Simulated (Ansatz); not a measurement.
Relaxed-ion elastic tensor of C in space group P6_3/mmc (No. 194; C on 6h) in GPa (Voigt order), the program Ansatz at the PBEsol level (PAW); density 2.79 g/cm³, 7.16 Å³ per atom.

|  | 1 | 2 | 3 | 4 | 5 | 6 |
|---|---|---|---|---|---|---|
| 1 | 591 | 209 | 94.8 | 0.0 | 0.0 | 0.0 |
| 2 | 209 | 591 | 94.8 | 0.0 | 0.0 | 0.0 |
| 3 | 94.8 | 94.8 | 1050 | 0.0 | 0.0 | 0.0 |
| 4 | 0.0 | 0.0 | 0.0 | 363 | 0.0 | 0.0 |
| 5 | 0.0 | 0.0 | 0.0 | 0.0 | 363 | 0.0 |
| 6 | 0.0 | 0.0 | 0.0 | 0.0 | 0.0 | 191 |

Task: Is the crystal mechanically stable?

Result: Yes: the smallest eigenvalue of C is 191 GPa.

Task: Work out the Voigt, Reuss and Hill averages.

Result: K_V = 337, K_R = 326, K_H = 331; G_V = 305, G_R = 271, G_H = 288 GPa.

Task: Give Young's modulus, Poisson's ratio, Pugh's ratio and the universal anisotropy index.

Result: E = 9KG/(3K + G) = 670 GPa; ν = 0.16; K/G = 1.15 (brittle by the Pugh limit of 1.75); A_U = 5G_V/G_R + K_V/K_R − 6 = 0.67.

Task: Estimate the sound speeds and the Debye temperature.

Result: v_l = √((K + 4G/3)/ρ) = 16000 m/s, v_t = √(G/ρ) = 10200 m/s, mean 11200 m/s; Θ = (h/k)(3n/4πV)^(1/3) v_m = 1730 K.

Task: How much does each axis shrink under pressure?

Result: Linear compressibilities β_i = Σ_j S_ij (j = 1 to 3): x 1.2, y 1.2, z 0.74 per TPa.

The start of the workflow was typed in or built on a structure type. Its sites differ from those of the usual phase in this space group: another stacking or structure type. The PBEsol relaxation kept the symmetry of its start; whether a distortion lowers the energy is not shown.

Potentials: the later of the program's two PAW sets.
